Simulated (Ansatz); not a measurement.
Input and output for wurtzite AlN (10-10), 4 layers: DFT, PBE, all-electron LAPW, scalar-relativistic (Ansatz 0.2.0).

The slab is cut from a bulk crystal relaxed on PAW files (its atoms may have been relaxed since), whose type needn't be the stable one.

Command: `ansatz run input.yaml --threads 3 --pin off --max-ram 8192MiB --backend cpu --events-out ev --progress --plain --runs-dir out` It took 89 s on 3 threads of Intel(R) Xeon(R) Platinum 8488C (Sapphire Rapids), on a shared host, peak memory 3.6 GiB.

```yaml
crystal:
  lattice:
    - [3.1301578475, 0.0, 0.0]
    - [0.0, 5.0181096024, 0.0]
    - [0.0, 0.0, 19.6144]
  atoms:
    - { symbol: Al, position: [0.0, 0.059240306, 0.4078637389] }
    - { symbol: "N", position: [0.0, 0.440759694, 0.4078637389] }
    - { symbol: Al, position: [0.5, 0.559240306, 0.4539318697] }
    - { symbol: "N", position: [0.5, 0.940759694, 0.4539318697] }
    - { symbol: Al, position: [0.5, 0.059240306, 0.5460681303] }
    - { symbol: "N", position: [0.5, 0.440759694, 0.5460681303] }
    - { symbol: Al, position: [0.0, 0.559240306, 0.5921362611] }
    - { symbol: "N", position: [0.0, 0.940759694, 0.5921362611] }
kpoints:
  mp_grid: { grid: [10, 6, 1] }
scf:
  occupations: { method: fermi_dirac, width: 0.02 }
hamiltonian:
  xc: pbe
  pseudopotentials: { kind: all_electron, lapw: { basis_error: 0.001 } }
output:
  forces: true
  stress: true
  eigenvalues: true
  populations: true
  dos: { projected: true, de: 0.2, e_range: [-14, 8] }
efield:
  axis: 3
  amplitude: 0
  dipole_correction: true
```

Output:

```
Al: projections on atomic orbitals take those of the free atom 1s2 2s2 2p6 3s2 3p1, of charge +0.00 (hamiltonian.pseudopotentials.projection_atoms)
N: projections on atomic orbitals take those of the free atom 1s2 2s2 2p3, of charge +0.00 (hamiltonian.pseudopotentials.projection_atoms)
LAPW: plane waves up to 9.892 Å⁻¹, error target 1.0e-3 eV per atom; small_component_spin mean_spin; N in spheres of 0.914 Å, 7 of its electrons in bands, Dirac shells []; Al in spheres of 0.989 Å, 11 of its electrons in bands, Dirac shells [] (how accurate: hamiltonian.pseudopotentials.lapw.basis_error, Limitations)
Engine: ansatz 0.2.0
Pseudopotentials: kind: all_electron
Pseudopotential: Al, LAPW, valence charge 11, lapw/all_electron/scalar/gaussian/Al, Koelling and Harmon's equation, gaussian nucleus
Pseudopotential: N, LAPW, valence charge 7, lapw/all_electron/scalar/gaussian/N, Koelling and Harmon's equation, gaussian nucleus
Functional definition: PBE
  parameter kappa = 0.804
  parameter beta = 0.06672455060314922
  exchange = pbe_x(kappa = kappa, mu = beta*pi^2/3)
  correlation = pbe_c(beta = beta)
Crystal: 8 atoms, lattice volume = 308.093 Å³
Basis set: ecut = 372.8027772424101 eV, 5003 PW (Γ), exchange–correlation at level 2
Bands: 44, of which v1, the nominal top of the filled ones, is band 36 counted from 1 (35 counted from 0)
Symmetry: 2 space group operations
k-points: 24 of 60 (time reversal used)
Non-local potential: Al, projectors of the file, none
Non-local potential: N, projectors of the file, none
Initial density: superposition of atomic densities (neutral atoms: chi_scale 0, normalization atom)
Initial wavefunctions: plane waves of lowest kinetic energy (no species holds an atomic orbital)
Functional: x = pbe(κ = 0.804, μ = 0.2195149727645171), c = pbe(β = 0.06672455060314922)
iter 1 solved again at ethr=4.66e-2 eV; its pass at ethr=1.00e-1 eV (dr2=3.36e1 eV) is discarded
SCF iter   1: F=—  HF=-32409.526285 eV  |F-HF|=—  |Δ(HF+E_count)|=         —  Δρ=8.18e-2  dr2=3.35e1  ethr=4.66e-2  p=-0.000 e·Å  D=-2.35e-14 V/Å  ΔV_dip=0.00 eV  dr2_dipole=3.36e-10  V_vac-E_F(+/−)=9.23/9.23 eV  ⟨swp⟩=2.0  Hψ=7344  notcnv=0
efield: sawtooth ramp at fractional position 0.9500 (placed from the atoms, in the widest stretch of the axis that holds none; the zero of the levels goes with the place), width 0.1000; the density the first Hamiltonian is built on has a dipole p = -0.000 e·Å; the dipole correction subtracts the counter field D = -1.92e-14 V/Å, which shifts the + side's vacuum level by +0.00 eV against the − side's; the planar-averaged density in the ramp window peaks in size at 3.3e-6 e/Å³
preconditioner: auto → Resta (q_TF=auto, 2.141 Å⁻¹)  ε∞=1.8  [insulator: Δε(μ)=4.597 eV  Ē_g=13.435 eV  σ=0.020 eV  W_gap=1.00  n_scr=44 (ndim 8)  ℏωp=12.0 eV  f_vac=0.626  D(μ)=0.00/eV (n_scr^D=0)  ε∞_Penn≈1.8  vacuum switching on, ρ_ref=1.3e-2 e/Å³]
iter 2 solved again at ethr=2.59e-3 eV; its pass at ethr=4.65e-2 eV (dr2=1.86e0 eV) is discarded
SCF iter   2: F=—  HF=-32397.969065 eV  |F-HF|=—  |Δ(HF+E_count)|=    1.16e1  Δρ=2.71e-2  dr2=1.90e0  ethr=2.59e-3  p=0.000 e·Å  D=6.01e-6 V/Å  ΔV_dip=-0.00 eV  dr2_dipole=1.17e-8  V_vac-E_F(+/−)=4.44/4.44 eV  ⟨swp⟩=3.4  Hψ=5704  notcnv=0  defer=3
SCF iter   3: F=—  HF=-32396.717708 eV  |F-HF|=—  |Δ(HF+E_count)|=    1.25e0  Δρ=1.36e-2  dr2=1.08e0  ethr=2.59e-3  p=-0.000 e·Å  D=-1.73e-5 V/Å  ΔV_dip=0.00 eV  dr2_dipole=3.77e-9  V_vac-E_F(+/−)=5.36/5.36 eV  ⟨swp⟩=3.1  Hψ=3671  notcnv=0
SCF iter   4: F=—  HF=-32396.725274 eV  |F-HF|=—  |Δ(HF+E_count)|=         —  Δρ=1.10e-2  dr2=5.87e-1  ethr=1.50e-3  p=0.000 e·Å  D=1.97e-5 V/Å  ΔV_dip=-0.00 eV  dr2_dipole=1.77e-8  V_vac-E_F(+/−)=4.29/4.29 eV  ⟨swp⟩=3.0  Hψ=3513  notcnv=0
the basis was enlarged: its passes take 1.7 MiB over the memory plan, 3 of 3 planned eigensolver slots
SCF iter   5: F=—  HF=-32396.577461 eV  |F-HF|=—  |Δ(HF+E_count)|=   1.48e-1  Δρ=3.41e-3  dr2=1.31e-1  ethr=8.16e-4  p=0.000 e·Å  D=9.26e-7 V/Å  ΔV_dip=-0.00 eV  dr2_dipole=2.38e-10  V_vac-E_F(+/−)=4.13/4.13 eV  ⟨swp⟩=3.0  Hψ=3403  notcnv=0
SCF iter   6: F=—  HF=-32396.550990 eV  |F-HF|=—  |Δ(HF+E_count)|=   2.65e-2  Δρ=1.24e-3  dr2=9.93e-3  ethr=1.81e-4  p=-0.000 e·Å  D=-1.11e-7 V/Å  ΔV_dip=0.00 eV  dr2_dipole=6.03e-12  V_vac-E_F(+/−)=4.33/4.33 eV  ⟨swp⟩=3.1  Hψ=3344  notcnv=0
SCF iter   7: F=—  HF=-32396.549438 eV  |F-HF|=—  |Δ(HF+E_count)|=   1.55e-3  Δρ=2.08e-4  dr2=1.19e-4  ethr=1.38e-5  p=0.000 e·Å  D=1.40e-6 V/Å  ΔV_dip=-0.00 eV  dr2_dipole=2.52e-11  V_vac-E_F(+/−)=4.39/4.39 eV  ⟨swp⟩=3.0  Hψ=3441  notcnv=0
SCF iter   8: F=—  HF=-32396.549542 eV  |F-HF|=—  |Δ(HF+E_count)|=   1.04e-4  Δρ=6.43e-5  dr2=4.10e-5  ethr=1.66e-7  p=-0.000 e·Å  D=-2.21e-6 V/Å  ΔV_dip=0.00 eV  dr2_dipole=3.77e-11  V_vac-E_F(+/−)=4.39/4.39 eV  ⟨swp⟩=3.0  Hψ=3302  notcnv=0
SCF iter   9: F=—  HF=-32396.549539 eV  |F-HF|=—  |Δ(HF+E_count)|=   2.81e-6  Δρ=2.16e-5  dr2=6.41e-6  ethr=5.70e-8  p=0.000 e·Å  D=1.81e-6 V/Å  ΔV_dip=-0.00 eV  dr2_dipole=1.43e-11  V_vac-E_F(+/−)=4.38/4.38 eV  ⟨swp⟩=2.8  Hψ=3062  notcnv=0
SCF iter  10: F=-32396.549537 eV  HF=-32396.549537 eV  |F-HF|=9.83e-8  |Δ(HF+E_count)|=   1.33e-6  Δρ=4.15e-6  dr2=9.85e-8  ethr=8.90e-9  p=0.000 e·Å  D=3.00e-6 V/Å  ΔV_dip=-0.00 eV  dr2_dipole=2.25e-9  V_vac-E_F(+/−)=4.38/4.38 eV  ⟨swp⟩=3.0  Hψ=3240  notcnv=0
SCF 1 converged in 10 iterations: F = -32396.549537 eV  dr2 = 9.85e-8
SCF converged after 10 iterations
Free energy (F): -32396.549537 eV
Harris-Foulkes:  -32396.549537 eV  (|F-HF|=9.83e-8)
Internal energy: -32396.549537 eV  (E = F + TS)
E sigma→0 (E₀):  -32396.549537 eV
Fermi energy:    -0.537523 eV
Dipole field:    D = 0.000003 V/Å  (p = 0.000005 e·Å, saw-weighted, corrected)
Work function:   Φ+ = 4.3804 eV   Φ− = 4.3805 eV
Levels:          The Fermi level and band energies are counted from a zero that moves with the ramp; work functions are not
--- Per-component energies (eV) ---
  E_band       = -5564.163843
  E_kinetic    = 32423.385927
  E_xc         = -2780.118235
  E_efield     = 0.000000  (sawtooth field / dipole correction)
  E_electrostatic = -62039.817229  (all electrons and nuclei)
  E_smearing   = -0.000000  (= −TS)
  E_closure    = 0.000000  (closes the sum)
  E_atoms      = -32342.101754  (free atoms, spherical and without spin; not in F)
  Σ components = -32396.549537   (vs F -32396.549537, Δ=0.00e0)
  Basis errors (estimates in eV, not in F): energy 5.3e-4 per atom: plane waves 4.9e-4 (3.1e-4 summed), levels above the bands 1.1e-136, relativity 3.9e-8, radial functions 4.0e-5, core shells 6.4e-11; eigenvalues (radial functions only) 5.5e-6; not estimated: angular momenta, meshes, grids; target (lapw.basis_error) 1.0e-3; muffin-tin radii N 0.914 Å, Al 0.989 Å
--- Forces (eV/Å), atoms counted from 1 ---
  atom   1  Al     0.00000000     1.76034319     2.06025294
  atom   2  N      0.00000000    -0.82891823     0.58704754
  atom   3  Al     0.00000000    -0.64460571    -1.82199089
  atom   4  N      0.00000000    -0.28679614    -1.73110684
  atom   5  Al     0.00000000    -0.64491694     1.82213053
  atom   6  N      0.00000000    -0.28680457     1.73130815
  atom   7  Al     0.00000000     1.76087463    -2.06040987
  atom   8  N      0.00000000    -0.82913799    -0.58755978
  max |Σ_I F_I| component: 3.28e-4 eV/Å
--- Stress (GPa, compression-positive) ---
       -0.408411       0.000000       0.000000
        0.000000      -4.338363       0.000066
        0.000000       0.000066      -1.636214
  P = ⅓ Tr σ = -2.1277 GPa (-21.277 kbar)
--- Band table (eV; the first three rows and the last of 24) ---
  k-point 0: bands = ["-375.8187", "-375.8185", "-374.9333", "-374.9324", "-103.4120", "-103.4120", "-101.9059", "-101.9055", "-64.9888", "-64.9888", "-64.8312", "-64.8312", "-64.8054", "-64.8054", "-63.3968", "-63.3944", "-63.3632", "-63.3626", "-63.3547", "-63.3544", "-16.2031", "-15.1777", "-13.5691", "-13.1317", "-6.8202", "-6.2824", "-5.1849", "-4.8345", "-3.3870", "-2.8956", "-2.8204", "-1.9278", "-1.6406", "-1.2786", "-1.1027", "-1.0334", "-0.0599", "1.1209", "3.5951", "3.7881", "4.4382", "4.6701", "5.0561", "5.5146"]
  k-point 1: bands = ["-375.8187", "-375.8185", "-374.9333", "-374.9324", "-103.4120", "-103.4120", "-101.9058", "-101.9056", "-64.9888", "-64.9888", "-64.8312", "-64.8312", "-64.8054", "-64.8054", "-63.3967", "-63.3946", "-63.3631", "-63.3627", "-63.3547", "-63.3544", "-16.1175", "-15.1883", "-13.6564", "-13.2199", "-6.5318", "-6.4248", "-5.1053", "-4.7323", "-3.3329", "-2.8276", "-2.7446", "-2.4120", "-1.6177", "-1.3170", "-1.2299", "-1.0870", "0.2960", "1.1083", "3.7709", "3.9246", "4.2688", "4.3574", "4.9868", "5.5580"]
  k-point 2: bands = ["-375.8187", "-375.8185", "-374.9333", "-374.9324", "-103.4120", "-103.4120", "-101.9058", "-101.9056", "-64.9888", "-64.9888", "-64.8312", "-64.8311", "-64.8054", "-64.8054", "-63.3963", "-63.3951", "-63.3630", "-63.3627", "-63.3546", "-63.3544", "-15.8798", "-15.2907", "-13.7625", "-13.4405", "-6.4614", "-5.9169", "-5.4946", "-3.9056", "-3.3944", "-3.1888", "-2.8781", "-2.5445", "-1.6690", "-1.3708", "-1.3330", "-1.2157", "0.6083", "0.9773", "4.0302", "4.2196", "4.3095", "4.3927", "5.1793", "5.5878"]
  k-point 23: bands = ["-375.8187", "-375.8185", "-374.9333", "-374.9324", "-103.4118", "-103.4118", "-101.9055", "-101.9054", "-64.9885", "-64.9884", "-64.8356", "-64.8356", "-64.8051", "-64.8051", "-63.3954", "-63.3953", "-63.3625", "-63.3625", "-63.3591", "-63.3591", "-14.7403", "-14.7402", "-12.9849", "-12.9845", "-6.8054", "-6.8054", "-6.2134", "-6.2133", "-3.8568", "-3.8567", "-2.6130", "-2.6127", "-2.5842", "-2.5840", "-1.0697", "-1.0694", "1.9304", "1.9304", "3.8284", "3.8285", "4.7054", "4.7054", "6.6575", "6.6575"]
--- Löwdin populations: 8 sites ---
  site symbol       q [e]
     0     Al     11.9341
     1      N      7.9381
     2     Al     11.9845
     3      N      7.9817
     4     Al     11.9844
     5      N      7.9817
     6     Al     11.9341
     7      N      7.9382
  spilling = 0.004040 (of n_electrons = 80.000000)
```

populations.tsv:

```
# site	symbol	l	j	q
# orbitals = lowdin
# n_electrons = 80.000000
# spilling = 0.004040
# projection_atom_Al: 1s2 2s2 2p6 3s2 3p1
# projection_atom_N: 1s2 2s2 2p3
0	Al	0_1S	-	1.999802
0	Al	0_2S	-	1.982209
0	Al	0_3S	-	0.704485
0	Al	1_2P	-	5.994232
0	Al	1_3P	-	1.253401
1	N	0_1S	-	1.995258
1	N	0_2S	-	1.484438
1	N	1_2P	-	4.458404
2	Al	0_1S	-	1.999765
2	Al	0_2S	-	1.978937
2	Al	0_3S	-	0.614072
2	Al	1_2P	-	5.992512
2	Al	1_3P	-	1.399176
3	N	0_1S	-	1.994622
3	N	0_2S	-	1.446228
3	N	1_2P	-	4.540841
4	Al	0_1S	-	1.999765
4	Al	0_2S	-	1.978937
4	Al	0_3S	-	0.614064
4	Al	1_2P	-	5.992512
4	Al	1_3P	-	1.399156
5	N	0_1S	-	1.994622
5	N	0_2S	-	1.446226
5	N	1_2P	-	4.540810
6	Al	0_1S	-	1.999802
6	Al	0_2S	-	1.982209
6	Al	0_3S	-	0.704477
6	Al	1_2P	-	5.994232
6	Al	1_3P	-	1.253375
7	N	0_1S	-	1.995258
7	N	0_2S	-	1.484451
7	N	1_2P	-	4.458522
```

Next run (at the positions relaxed by PAW), as changes to the input before:

```diff
   atoms:
-    - { symbol: Al, position: [0.0, 0.059240306, 0.4078637389] }
-    - { symbol: "N", position: [0.0, 0.440759694, 0.4078637389] }
-    - { symbol: Al, position: [0.5, 0.559240306, 0.4539318697] }
-    - { symbol: "N", position: [0.5, 0.940759694, 0.4539318697] }
-    - { symbol: Al, position: [0.5, 0.059240306, 0.5460681303] }
-    - { symbol: "N", position: [0.5, 0.440759694, 0.5460681303] }
-    - { symbol: Al, position: [0.0, 0.559240306, 0.5921362611] }
-    - { symbol: "N", position: [0.0, 0.940759694, 0.5921362611] }
+    - { symbol: Al, position: [0.0, 0.0818251101, 0.4243384579] }
+    - { symbol: "N", position: [0.0, 0.4319288003, 0.4103426161] }
+    - { symbol: Al, position: [0.5, 0.5556593399, 0.445486278] }
+    - { symbol: "N", position: [0.5, 0.930586913, 0.4529770453] }
+    - { symbol: Al, position: [0.5, 0.0556593112, 0.5545137619] }
+    - { symbol: "N", position: [0.5, 0.4305868578, 0.5470229054] }
+    - { symbol: Al, position: [0.0, 0.5818249674, 0.5756615635] }
+    - { symbol: "N", position: [0.0, 0.9319287003, 0.5896573718] }
 kpoints:
   eigenvalues: true
-  populations: true
-  dos: { projected: true, de: 0.2, e_range: [-14, 8] }
 efield:
```

Results part of the output:

```
SCF 1 converged in 10 iterations: F = -32397.777372 eV  dr2 = 2.25e-8
SCF converged after 10 iterations
Free energy (F): -32397.777372 eV
Harris-Foulkes:  -32397.777372 eV  (|F-HF|=2.57e-8)
Internal energy: -32397.777372 eV  (E = F + TS)
E sigma→0 (E₀):  -32397.777372 eV
Fermi energy:    -0.405915 eV
Dipole field:    D = 0.000013 V/Å  (p = 0.000023 e·Å, saw-weighted, corrected)
Work function:   Φ+ = 4.3698 eV   Φ− = 4.3700 eV
Levels:          The Fermi level and band energies are counted from a zero that moves with the ramp; work functions are not
--- Per-component energies (eV) ---
  E_band       = -5583.205485
  E_kinetic    = 32446.210028
  E_xc         = -2786.224189
  E_efield     = 0.000000  (sawtooth field / dipole correction)
  E_electrostatic = -62057.763211  (all electrons and nuclei)
  E_smearing   = -0.000000  (= −TS)
  E_closure    = 0.000000  (closes the sum)
  E_atoms      = -32342.101754  (free atoms, spherical and without spin; not in F)
  Σ components = -32397.777372   (vs F -32397.777372, Δ=0.00e0)
[... lines left out ...]
--- Forces (eV/Å), atoms counted from 1 ---
  atom   1  Al     0.00000000    -0.00893681    -0.00814368
  atom   2  N      0.00000000    -0.00434906    -0.00067328
  atom   3  Al     0.00000000     0.00850520     0.01269594
  atom   4  N      0.00000000     0.00479816     0.00030942
  atom   5  Al     0.00000000     0.00840195    -0.01278132
  atom   6  N      0.00000000     0.00481944    -0.00001856
  atom   7  Al     0.00000000    -0.00868643     0.00794218
  atom   8  N      0.00000000    -0.00452117     0.00049068
  max |Σ_I F_I| component: 1.79e-4 eV/Å
--- Stress (GPa, compression-positive) ---
        2.943058       0.000000       0.000000
        0.000000       2.082649      -0.000042
        0.000000      -0.000042      -0.000762
  P = ⅓ Tr σ = 1.6750 GPa (16.750 kbar)
--- Band table (eV; the first three rows and the last of 24) ---
  k-point 0: bands = ["-376.0050", "-376.0049", "-375.0082", "-375.0077", "-102.9846", "-102.9845", "-102.2888", "-102.2886", "-64.5858", "-64.5856", "-64.3866", "-64.3864", "-64.3688", "-64.3686", "-63.8025", "-63.8023", "-63.7520", "-63.7514", "-63.7057", "-63.7055", "-16.7120", "-15.6033", "-14.4855", "-13.9820", "-7.4898", "-6.2554", "-5.8336", "-4.5315", "-4.1135", "-3.4822", "-3.0522", "-2.5060", "-2.4432", "-2.3231", "-2.2134", "-1.7997", "0.8572", "2.1776", "3.7588", "3.9679", "4.0569", "4.4699", "5.0114", "5.1675"]
  k-point 1: bands = ["-376.0050", "-376.0049", "-375.0082", "-375.0077", "-102.9846", "-102.9845", "-102.2888", "-102.2886", "-64.5858", "-64.5856", "-64.3866", "-64.3864", "-64.3688", "-64.3686", "-63.8025", "-63.8023", "-63.7520", "-63.7514", "-63.7057", "-63.7055", "-16.6178", "-15.5824", "-14.6082", "-14.0810", "-7.1970", "-6.4816", "-5.2963", "-4.8654", "-4.0551", "-3.4830", "-2.9180", "-2.8608", "-2.5492", "-2.3884", "-2.2678", "-1.7807", "1.1997", "2.2118", "3.7316", "3.8986", "4.1432", "4.4243", "5.1008", "5.2880"]
  k-point 2: bands = ["-376.0050", "-376.0049", "-375.0082", "-375.0077", "-102.9846", "-102.9845", "-102.2888", "-102.2886", "-64.5858", "-64.5856", "-64.3866", "-64.3864", "-64.3688", "-64.3686", "-63.8025", "-63.8023", "-63.7519", "-63.7516", "-63.7056", "-63.7055", "-16.3511", "-15.6480", "-14.7592", "-14.3330", "-6.5164", "-6.4984", "-5.3888", "-4.4221", "-3.9079", "-3.8957", "-3.5314", "-2.9094", "-2.6031", "-2.4038", "-2.3209", "-1.8789", "1.7604", "2.2049", "3.7396", "4.0700", "4.3939", "4.5124", "5.0862", "5.4761"]
  k-point 23: bands = ["-376.0050", "-376.0049", "-375.0082", "-375.0077", "-102.9844", "-102.9842", "-102.2885", "-102.2884", "-64.5854", "-64.5853", "-64.3917", "-64.3915", "-64.3684", "-64.3683", "-63.8021", "-63.8020", "-63.7515", "-63.7513", "-63.7107", "-63.7106", "-15.0679", "-15.0678", "-13.9937", "-13.9934", "-7.3354", "-7.3352", "-6.9613", "-6.9611", "-3.8108", "-3.8108", "-3.2733", "-3.2732", "-3.1427", "-3.1425", "-1.9202", "-1.9199", "2.6123", "2.6124", "4.2728", "4.2729", "4.6558", "4.6558", "6.5178", "6.5179"]
```
